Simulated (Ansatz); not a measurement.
Ti$_{3}$O$_{5}$ (space group Cmcm)

```xyz
16
Lattice="1.8750 -4.8963 0.0000 1.8750 4.8963 0.0000 0.0000 0.0000 9.8219" Properties=species:S:1:pos:R:3 pbc="T T T"
Ti     1.8750    -1.9514     7.3664
Ti     1.8750     1.9514     2.4555
Ti     1.8750     1.2731     5.4629
Ti     1.8750    -1.2731     4.3590
Ti     1.8750    -1.2731     0.5520
Ti     1.8750     1.2731     9.2699
O      1.8750    -2.3268     2.4555
O      1.8750     2.3268     7.3664
O      1.8750     0.4827     3.6782
O      1.8750    -0.4827     6.1437
O      1.8750    -0.4827     8.5891
O      1.8750     0.4827     1.2328
O      1.8750    -3.1258     9.1772
O      1.8750     3.1258     0.6447
O      1.8750     3.1258     4.2662
O      1.8750    -3.1258     5.5556
```

The slice is a (001) plane (indices of the conventional cell) through the point (0.301, 0.699, 0.250) (fractional), spanned by u = [110] and v = [1 -1 0] in vectors of this cell: u (3.75 Å) and v (9.79 Å, at 90° to u). It covers one period; positions are fractions (u, v).

Method: PBEsol (plane waves to 420 eV, PAW, scalar-relativistic; Ansatz, a quantum-chemistry and plane-wave program). k mesh 11×11×4. Inside the PAW spheres the values are not all-electron values, and peaks at nuclei hang on which shells count as valence. This is one of several known forms of Ti3O5; the measured ambient cells at hand have space group No. 12. Ti3O5 is run without spin polarisation and with no Hubbard U. Ti3O5 was relaxed with its symmetry unable to fall.

Three fields on this plane, each scaled to ten steps between its own extremes (0 low, 9 high; the total valence density on a logarithmic scale, the potential cut 8 eV below its top; x marks points blanked near nuclei; v = 0 in the bottom row):

Map A
```
|xx0xxxx0x|
|000xxxx00|
|0255xx552|
|677877877|
|888888888|
|999999999|
|999999999|
|999988999|
|997533579|
|973000037|
|760xxxx06|
|xx0xxxx0x|
|xx0xxxx0x|
|xx100001x|
|xx531135x|
|678766787|
|888888888|
|999999999|
|999999999|
|889999998|
|246899864|
|000688600|
|xx037730x|
|xx00xx00x|
```

Map B
```
|xx9xxxx9x|
|987xxxx78|
|5568xx865|
|334677643|
|122344322|
|002344320|
|002455420|
|013566531|
|124677642|
|444799744|
|766xxxx66|
|xx8xxxx8x|
|xx9xxxx9x|
|xx979979x|
|xx755557x|
|765333356|
|443211234|
|432100123|
|543100134|
|664200246|
|765322356|
|985444458|
|xx867768x|
|xx99xx99x|
```

Map C
```
|xx2xxxx2x|
|722xxxx22|
|0039xx930|
|001477410|
|000000000|
|000000000|
|000000000|
|000000000|
|000011000|
|200144100|
|960xxxx06|
|xx2xxxx2x|
|xx6xxxx6x|
|xx916619x|
|xx700007x|
|862000026|
|000000000|
|000000000|
|000000000|
|000000000|
|110000001|
|420011002|
|xx228822x|
|xx38xx83x|
```

Q: Assign the maps to these fields: electron localisation function (ELF); valence electron density; electrostatic potential energy of an electron, from the cell's mean.

A: A is the electrostatic potential energy of an electron, from the cell's mean; B is the valence electron density; C is the electron localisation function (ELF).
